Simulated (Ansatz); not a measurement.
Values for one crystal, relaxed and computed with r²SCAN in the plane-wave PAW code Ansatz; other levels are named.

| Quantity | Result |
|---|---|
| Volume per atom | 16.72 Å³ |
| Electronic character | metallic (no gap) |
| Formation energy from the elements (no fitted shifts) | -0.20 eV/atom |
| Density of states at the Fermi level | 0.20 states/eV per atom (mean over ±0.08 eV) |

Problem. Which compound is it?
A. NbZn3Ga3, R-3m (Nb on 3a, Zn on 9d, Ga on 9e)
B. GaPt, P2_13 (Ga on 4a, Pt on 4a)
C. GaPt3, I4/mcm (Ga on 4b, Pt on 8h, Pt on 4a)
D. Zn13Co, C2/m (Pearson symbol mS28)

Solution. A, NbZn3Ga3, R-3m (Nb on 3a, Zn on 9d, Ga on 9e)

The first step of the workflow began from a Materials Project structure, measured or hypothetical; the Crystallography Open Database copy checked does not list it. Its standing as an ambient phase is unchecked. Symmetry was held in the r²SCAN relaxation; whether a distortion lowers the energy is not shown. The run is not spin-polarised. The references are the lowest solids computed at this level, not always the standard phases. Spin–orbit coupling is left out wherever it is not named.

Potentials: the later of the program's two PAW sets.
